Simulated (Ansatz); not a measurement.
The relaxed structure here is a generated cell of HfSiO4: the first start was made by placing the elements on the sites of a structure type, and the end was not matched to a known phase here, so it may be hypothetical.

A relaxed structure of HfSiO4. Space group P1 (No. 1). All values below come from PBEsol (plane waves to 420 eV, PAW, scalar-relativistic; Ansatz, an electronic-structure program).

```cif
data_Hf2O8Si2
_chemical_formula_sum 'Hf2 Si2 O8'
_space_group_name_H-M_alt 'P 1'
_space_group_IT_number 1
_cell_length_a 2.97381
_cell_length_b 3.26348
_cell_length_c 12.07673
_cell_angle_alpha 83.799
_cell_angle_beta 87.426
_cell_angle_gamma 89.988
loop_
_space_group_symop_operation_xyz
  'x, y, z'
loop_
_atom_site_label
_atom_site_type_symbol
_atom_site_fract_x
_atom_site_fract_y
_atom_site_fract_z
_atom_site_occupancy
Hf1 Hf 0.10235 0.20357 0.72392 1
Hf2 Hf 0.25561 0.89909 0.24406 1
Si1 Si 0.75930 0.09997 0.98342 1
Si2 Si 0.71479 0.30958 0.45704 1
O1 O 0.86302 0.60744 0.96399 1
O2 O 0.72276 0.82297 0.42325 1
O3 O 0.53627 0.15490 0.84549 1
O4 O 0.23542 0.34875 0.35568 1
O5 O 0.19960 0.27316 0.54920 1
O6 O 0.28541 0.06584 0.06868 1
O7 O 0.68348 0.71733 0.68958 1
O8 O 0.76377 0.52597 0.20216 1
```

For HfSiO4, the volume per atom comes out as 9.70 Å³ and the band gap comes out as 0.86 eV, indirect (valence top at X, conduction bottom at Z) (no spin-orbit coupling). The smallest direct gap is 1.48 eV at k = (0, 0.1, -0.3333) and the shortest distances is O–Si 1.67 Å; Hf–O 1.99 Å; O–O 2.32 Å; Si–Si 2.97 Å. The k-mesh is 11×10×3.

Band energies at high-symmetry points (eV from the VBM; labels of this space group; no spin-orbit coupling), from −5 eV up to 5.9 eV:

```tsv
point	energies
Γ	-4.97 -4.65 -4.41 -4.11 -3.93 -3.74 -3.66 -3.49 -3.16 -2.80 -2.61 -2.50 -2.06 -1.68 -1.39 -1.16 -0.62 0.86 1.09 3.51 3.95 4.33 4.51 4.73 4.80 5.61
X	-4.87 -4.73 -4.62 -4.46 -4.24 -3.92 -3.49 -3.26 -3.16 -3.05 -2.93 -2.32 -1.62 -1.42 -1.30 0.00 3.16 3.39 4.24 4.30 4.52 5.35 5.41 5.77
Y	-4.94 -4.60 -4.40 -3.26 -2.86 -2.65 -2.48 -2.35 -2.24 -2.09 -1.74 -1.62 -0.81 3.09 4.06 4.50 4.70 4.84 5.18
Z	-4.97 -4.55 -4.44 -4.11 -4.03 -3.83 -3.69 -3.45 -3.22 -2.71 -2.63 -2.20 -2.05 -1.86 -1.44 -1.16 -0.63 0.86 1.09 3.52 4.01 4.44 4.51 4.64 4.74 5.61
R2	-4.94 -4.67 -4.47 -4.35 -4.08 -3.91 -3.65 -3.25 -2.88 -2.74 -2.52 -1.98 -1.73 -0.94 -0.28 2.72 3.23 4.81 5.14 5.41 5.54
T2	-4.94 -4.54 -4.17 -3.37 -2.91 -2.65 -2.47 -2.35 -2.24 -2.12 -1.68 -1.62 -0.83 3.10 4.06 4.52 4.74 4.84 5.17
U2	-4.71 -4.65 -4.44 -4.20 -3.90 -3.39 -3.31 -3.22 -3.12 -2.93 -2.25 -1.60 -1.42 -1.34 0.00 3.16 3.39 4.24 4.30 4.52 5.30 5.54 5.68
V2	-4.99 -4.61 -4.50 -4.28 -4.10 -3.88 -3.74 -3.18 -2.85 -2.82 -2.57 -1.86 -1.73 -0.99 -0.27 2.71 3.24 4.80 5.15 5.42 5.54
```

No spin polarisation in the result.

It was reached from a disturbed copy of a P6/mmm (No. 191) cell, against which it lies -2.09 eV/atom.
